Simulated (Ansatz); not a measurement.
SrNbO3 (cubic perovskite, Pm-3m), DFT-LDA in the program Ansatz with PAW potentials, all energies at zero smearing, with the estimated change up to a 700 eV cutoff added, with one set of potentials and settings (totals compare only within such a set). Cell of 5 atoms (1 Sr, 1 Nb, 3 O): -9560.070 eV.

| element | reference phase | E (eV/atom) |
|---|---|---|
| Sr | Fm-3m, 1 atoms in the cell | -3444.3169 |
| Nb | Im-3m, 1 atoms in the cell | -4442.5966 |
| O | C2/m, 4 atoms in the cell, spin-polarised | -552.6518 |

Formation energy per atom, worked out: (-9560.070 − 1×(-3444.3169) − 1×(-4442.5966) − 3×(-552.6518))/5 = -3.040 eV/atom (-293 kJ per mol of atoms), at 0 K, without zero-point energy or fitted corrections.

The first step of the workflow began from a Materials Project structure, measured or hypothetical; the Crystallography Open Database copy checked does not list it. COD files the formula under space group No. 62. Its standing as an ambient phase is unchecked. The cell was relaxed with LDA under the symmetry of its start; whether a distortion lowers the energy is not shown. No spin polarisation was allowed. The references are the lowest solids computed at this level, not always the standard phases (solids in place of the gases).

Potentials: the later of the program's two PAW sets.
